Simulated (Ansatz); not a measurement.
MgSe:
```
CELL_PARAMETERS angstrom
      0.00000     2.73611     2.73611
      2.73611     0.00000     2.73611
      2.73611     2.73611     0.00000
ATOMIC_POSITIONS crystal
  Se 0.00000 0.00000 0.00000
  Mg 0.50000 0.50000 0.50000
```

r²SCAN in the plane-wave PAW code Ansatz gives a gap of 2.48 eV without spin–orbit coupling, maximum at Γ, minimum at X.

Q: What happens when spin–orbit coupling is switched on?

A: The gap falls by 0.14 eV, to 2.34 eV; maximum at Γ, minimum at X.

Q: How large is the spin–orbit splitting of the valence top at Γ?

A: The fourfold level lies 0.41 eV above the split-off pair.

Q: Give the electron effective mass with spin–orbit coupling.

A: 0.25, 0.25, 0.48 mₑ (principal values).

Q: Give the hole effective mass with spin–orbit coupling, band 1 of 2 at the edge.

A: 0.77 along [100], 1.5 along [110], 2.1 along [111] (mₑ).

Q: Give the hole effective mass with spin–orbit coupling, band 2 of 2 at the edge.

A: 0.25 along [100], 0.22 along [110], 0.21 along [111] (mₑ).

Space group Fm-3m (rock salt). Symmetry was held in the r²SCAN relaxation.

Potentials: the later of the program's two PAW sets.
